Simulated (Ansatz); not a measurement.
The relaxed structure here is a generated cell of IrO2: the first start was made by placing the elements on the sites of a structure type, and the end was not matched to a known phase here, so it may be hypothetical. Known forms of IrO2 include space group No. 136.

The end point of a relaxation of IrO$_{2}$. Space group Fm-3m (No. 225), fluorite type. Computed with PBEsol (plane waves to 420 eV, PAW, scalar-relativistic; Ansatz, a quantum-chemistry and plane-wave program).

```cif
data_Ir4O8
_chemical_formula_sum 'Ir4 O8'
_space_group_name_H-M_alt 'Fm-3m'
_space_group_IT_number 225
_space_group_name_Hall '-F 4 2 3'
_cell_length_a 4.89551
_cell_length_b 4.89551
_cell_length_c 4.89551
_cell_angle_alpha 90.000
_cell_angle_beta 90.000
_cell_angle_gamma 90.000
loop_
_atom_site_label
_atom_site_type_symbol
_atom_site_symmetry_multiplicity
_atom_site_Wyckoff_symbol
_atom_site_fract_x
_atom_site_fract_y
_atom_site_fract_z
_atom_site_occupancy
Ir1 Ir 4 a 0.00000 0.00000 0.00000 1
O1 O 8 c 0.25000 0.25000 0.25000 1
```
(The calculation used a cell of 3 atoms; values per cell refer to that cell.)

```yaml
volume_per_atom: 9.78 Å³
band_gap: zero (metallic)
shortest_distances: Ir–O 2.12 Å; O–O 2.45 Å; Ir–Ir 3.46 Å
k-mesh: 16×16×16
```

Band energies at high-symmetry points (eV from the Fermi level; labels of this space group; no spin-orbit coupling), from −5 eV up to 1.0 eV:

| point | energies |
|---|---|
| Γ | -3.45 -3.45 -3.45 -3.06 -3.06 |
| X | -2.64 -2.34 -2.23 -0.82 |
| U | -3.11 -2.11 -1.93 -0.30 0.58 |
| K | -3.11 -2.11 -1.93 -0.30 0.58 |
| L | -2.66 -2.66 -0.84 |
| W | -2.85 -2.22 -1.44 -0.10 -0.10 |

No spin polarisation in the result. The relaxed primitive cell holds an odd number of electrons. A magnetic state may lie lower. No Hubbard U is applied.

The run could not lose the symmetry of its start: the end is stationary, and may be a saddle point rather than a minimum.
